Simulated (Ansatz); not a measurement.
Space group P6_222 (No. 180). a = 4.584 Å, b = 4.584 Å, c = 6.577 Å, α = 90.00°, β = 90.00°, γ = 120.00°
```
atom site symmetry x y z
  Si    6j       ..2  0.1639  0.8361  0.8333
  Mo    3d       222  0.5000  0.0000  0.5000
```

Equation of state of this Si₂Mo structure (not necessarily the ground state), with shape and atoms relaxed at each volume where symmetry leaves them free. Computed with Ansatz, DFT r2SCAN, scalar-relativistic, plane waves, PAW.

Plane waves to 500 eV, a k mesh through Γ of 12×12×6 on the computed 9-atom cell and Gaussian smearing (0.01 eV); no spin polarisation.

| V (Å³/atom) | E − E(largest V) (meV/atom) | P (GPa) | gap on mesh (eV) |
| --- | --- | --- | --- |
| 11.702 | 89.65 | 37.51 | 0.07 |
| 12.101 | 11.34 | 25.72 | 0.10 |
| 12.500 | -39.90 | 15.71 | 0.12 |
| 12.899 | -68.16 | 7.22 | 0.14 |
| 13.298 | -76.89 | 0.00 | 0.16 |
| 13.697 | -69.07 | -6.12 | 0.17 |
| 14.096 | -47.22 | -11.29 | 0.18 |
| 14.628 | 0.00 | -16.95 | 0.18 |

Task: Fit a third-order Birch–Murnaghan equation to E(V).

Result: V0 = 13.30 Å³/atom, B0 = 221 GPa, B0' = 4.5.

The gaps are read on the mesh, which can miss the band edges, so they can be too wide.

This form isn't the usual stable structure of the compound.